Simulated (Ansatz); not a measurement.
## TiO2: enthalpy against pressure

TiO2, I4_1/amd, a = 3.778 Å, c = 9.583 Å. The compound has several low-lying forms, and this is one of them. Ansatz: r2SCAN, PAW, 500 eV, Γ-centred 8×8×8 mesh on 6 atoms, Gaussian smearing 0.02 eV; no spin polarisation. Cell and atoms are relaxed at each pressure, and no other structure is tried, so the rows at high pressure may lie past a change of phase. y is the enthalpy over the state at zero pressure; there V0 = 11.398 Å³/atom. The pressures are the targets, met within 0.01 GPa.

| P (GPa) | y (eV/atom) |
| --- | --- |
| -3.0 | -0.2152 |
| 0.0 | 0.0000 |
| 3.0 | 0.2118 |
| 8.0 | 0.5577 |
| 15.0 | 1.0282 |
| 30.0 | ? |
| 60.0 | 3.7518 |

Q: Fit y = c1 P + c2 P² + c3 P³ to the other rows, say what c1 and c2 mean, and predict the missing value.

A: Least squares on the rows shown. y = 0.071150 P − 0.00018369 P² + 6.6709×10⁻⁷ P³. Since dH/dP = V, c1 is V0: 0.071150 eV/GPa × 160.2 = 11.398 Å³ against 11.398; c2 = −V0/(2B0) gives B0 = 194 GPa, where a Birch–Murnaghan fit to the volumes of the same runs (not shown) gives 190 GPa. At P = 30.0 the fit asked for gives 1.9872 eV/atom. The run gave 1.9884 eV/atom, so the fit is 0.0012 eV/atom too low, 0.03 % of the span of the series, against an rms of 0.00005 eV/atom on the fitted rows. With a term in P⁴ added, a fit to the same known rows predicts 1.9892 eV/atom, a smaller miss on the other side.

The mesh isn't the same in all rows (8×8×8, 10×10×10).

Cost: 7 runs of about 14 core-minutes in all, on Oxide Virtual Turin-like Processor (Zen 5) (shared hosts).